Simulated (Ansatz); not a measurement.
BN in space group P6_3/mmc (No. 194; B on 2b, N on 2c) under volume change, the program Ansatz at the r²SCAN+D4 level (PAW), shape and atoms relaxed at each volume.

| V (Å³/atom) | E − E(relaxed) (meV/atom) | P (GPa) |
|---|---|---|
| 8.190 | 10.1 | 4.70 |
| 8.460 | 4.0 | 2.63 |
| 8.730 | 0.9 | 1.12 |
| 9.000 | 0.0 | 0.00 |
| 9.270 | 0.7 | -0.77 |
| 9.540 | 2.4 | -1.29 |
| 9.810 | 4.9 | -1.60 |

Question: What does a third-order Birch–Murnaghan fit give for V₀, B₀ and B′?

Answer: V₀ = 9.00 Å³/atom, B₀ = 30.9 GPa, B′ = 10.8.

The start of the workflow was typed in or built on a structure type. Its sites differ from those of the usual phase in this space group: another stacking or structure type. The r²SCAN+D4 relaxation kept the symmetry of its start; its stability against distortions is not shown here. The volume moved by 53 % from the start of the relaxation.

Potentials: the later of the program's two PAW sets.
